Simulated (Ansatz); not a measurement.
MgB2 (AlB2 type, space group P6/mmm)

```
MgB2
1.0
    3.07432     0.00000     0.00000
   -1.53716     2.66244     0.00000
    0.00000     0.00000     3.52754
Mg B
1 2
Direct
  0.00000   0.00000   0.00000
  0.33333   0.66667   0.50000
  0.66667   0.33333   0.50000
```

The slice is a (1 -1 0 0) plane (indices of the conventional cell) through the point (0.667, 0.333, 0.500) (fractional), spanned by u = [110] and v = [001] in vectors of this cell: u (3.07 Å) and v (3.53 Å, at 90° to u). It covers one period; positions are fractions (u, v).

Computed with PBE (plane waves to 420 eV, PAW, scalar-relativistic; Ansatz, a first-principles code). k mesh 17×17×13. Inside the PAW spheres the values are not all-electron values, and peaks at nuclei hang on which shells count as valence. MgB2 was relaxed with its symmetry unable to fall.

Problem. Sketch the electron localisation function (ELF) on this plane as a map.

Solution. 
```
|xxxxxx44889999998877666677889999998844xxxx|
|xxxx225588999999887766667788999999885522xx|
|112244668899999988776666778899999988664422|
|444466778899998877776666777788999988776644|
|666677888888888877666666667788888888887766|
|667777778888777766555555556677778888777777|
|666677777766665544332222334455666677777766|
|666666665555443322111111112233445555666666|
|444444444433221100000000000011223344444444|
|333333332222110000000000000000112222333333|
|222222222211000000000000000000001122222222|
|222222221111000000000000000000001111222222|
|222222222211000000000000000000001122222222|
|333333332222110000000000000000112222333333|
|444444444433221100000000000011223344444444|
|666666665555443322111111112233445555666666|
|666677777766665544332222334455666677777766|
|667777778888777766555555556677778888777777|
|666677888888888877666666667788888888887766|
|444466778899998877776666777788999988776644|
|112244668899999988776666778899999988664422|
|xxxx225588999999887766667788999999885522xx|
|xxxxxx44889999998877666677889999998844xxxx|
|xxxxxx44889999998877666677889999998844xxxx|
```
Scale: ten equal steps from 0.03 (start of '0') to 0.80 (end of '9'), in the order '0123456789'. Values: electron localisation function (ELF). The map has 21 points along u (two characters each, u = 0 at the left) and 24 along v (v = 0 in the bottom row). Points within 0.4 Å of a nucleus are blanked (x), as the pseudised field means little there.
